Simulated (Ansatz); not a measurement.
HfSi₂ (MoSi2 or CaC2 type, I4/mmm) under volume change, the program Ansatz at the PBE level (PAW), shape and atoms relaxed at each volume.

```json
[
 {"V (Å³/atom)": "14.718", "E − E(relaxed) (meV/atom)": "63.4", "P (GPa)": "15.09"},
 {"V (Å³/atom)": "15.203", "E − E(relaxed) (meV/atom)": "26.7", "P (GPa)": "9.28"},
 {"V (Å³/atom)": "15.689", "E − E(relaxed) (meV/atom)": "6.3", "P (GPa)": "4.30"},
 {"V (Å³/atom)": "16.174", "E − E(relaxed) (meV/atom)": "0.0", "P (GPa)": "0.00"},
 {"V (Å³/atom)": "16.659", "E − E(relaxed) (meV/atom)": "5.8", "P (GPa)": "-3.70"},
 {"V (Å³/atom)": "17.144", "E − E(relaxed) (meV/atom)": "21.9", "P (GPa)": "-6.86"},
 {"V (Å³/atom)": "17.629", "E − E(relaxed) (meV/atom)": "46.8", "P (GPa)": "-9.55"}
]
```

Question: What does a third-order Birch–Murnaghan fit give for V₀, B₀ and B′?

Answer: V₀ = 16.17 Å³/atom, B₀ = 132 GPa, B′ = 4.1.

The cell is a constructed one: a structure type filled with these elements; neither database checked (COD, Materials Project) lists it. COD files the formula under space group No. 63, so this cell is another polymorph or a model. Its standing as an ambient phase is unchecked. Symmetry was held in the PBE relaxation; of distortions, only those at the zone centre were tested. The run is not spin-polarised. Scalar-relativistic: spin–orbit coupling is off unless named, which matters more the heavier the elements.

Potentials: the later of the program's two PAW sets.
